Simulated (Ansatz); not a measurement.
Polymorphs of SnTePbSe, each relaxed with the program Ansatz at the LDA level (PAW):

A: P4/mmm
a = b = 4.363 Å, c = 6.142 Å, α = β = γ = 90.00°

| atom | site | symmetry | x | y | z |
|---|---|---|---|---|---|
| Sn | 1d | 4/mmm | 0.5000 | 0.5000 | 0.5000 |
| Te | 1c | 4/mmm | 0.5000 | 0.5000 | 0.0000 |
| Pb | 1a | 4/mmm | 0.0000 | 0.0000 | 0.0000 |
| Se | 1b | 4/mmm | 0.0000 | 0.0000 | 0.5000 |

B: R3m
a = 4.339 Å, b = 4.339 Å, c = 21.234 Å, α = 90.00°, β = 90.00°, γ = 120.00°

```json
[
 {"atom": "Sn", "site": "3a", "symmetry": "3m", "x": "0.0000", "y": "0.0000", "z": "0.4938"},
 {"atom": "Te", "site": "3a", "symmetry": "3m", "x": "0.0000", "y": "0.0000", "z": "0.2476"},
 {"atom": "Pb", "site": "3a", "symmetry": "3m", "x": "0.0000", "y": "0.0000", "z": "0.0052"},
 {"atom": "Se", "site": "3a", "symmetry": "3m", "x": "0.0000", "y": "0.0000", "z": "0.7533"}
]
```

Problem. Rank these by energy per atom at 0 K (lowest first), as LDA gives it.

Solution. B (+0 meV/atom), A (+44 meV/atom)

Problem. Give each one's gap.

Solution. A no gap; B 0.10 eV.

Standing as an ambient phase not checked: A; B. Perhaps ordered models of mixed-site phases: B. Unstable at this level: A. All cells were relaxed under the symmetry of their starts (and spin orders); stability against distortions was not tested throughout. Spin–orbit coupling is left out wherever it is not named.

Energies hold the estimated change up to a 700 eV cutoff; steps of a few meV lie near the error of the meshes.

Potentials: the later of the program's two PAW sets.
